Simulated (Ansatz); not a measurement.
A geometry of NiO away from equilibrium: step 2 of the relaxation of a relaxed NiO cell, doubled along one cell vector, shaken by Gaussian noise of σ = 0.08 Å a coordinate. These are PBEsol (plane waves to 420 eV, PAW, scalar-relativistic; Ansatz, a quantum-chemistry and plane-wave program) values and carry that method's errors. Γ-centred k-mesh 10×10×5 on the run's cell (coarser than for final values), Fermi–Dirac smearing 0.05 eV.

```xyz
4
Lattice="0.0004 2.0606 2.0592 2.0633 -0.0014 2.0611 4.1228 4.1210 0.0009" Properties=species:S:1:pos:R:3:forces:R:3 pbc="T T T" free_energy=-12728.955 pressure_GPa=2.3
Ni     1.8769     2.0861     2.0404    1.0176    0.1945    0.0309
Ni     4.0777     4.0872     2.0801    0.0571    0.2078   -0.0691
O     -0.0559     0.1137    -0.0473   -0.7677   -0.5009    0.2082
O      2.0915     2.0504     0.0062   -0.3070    0.0986   -0.1700
```

Positions in Å, forces in eV/Å, free energy of the cell in eV (comparable only within this code, potentials and settings). Largest force: 1.04 eV/Å, on Ni1 (atoms numbered as listed); the geometry lies 0.03 eV/atom above the end of its relaxation.

Spin-polarised start, with parallel moments on Ni.

Spin state reached: antiferromagnetic (net 0.00 μB/atom), from parallel starting moments; other spin orders were not run from this start. The d or f electrons are treated with no Hubbard U.

The end of the path is a generated cell of NiO: the first start was made by placing the elements on the sites of a structure type, and the end was not matched to a known phase here, so it may be hypothetical. Known forms of NiO include space group No. 225.
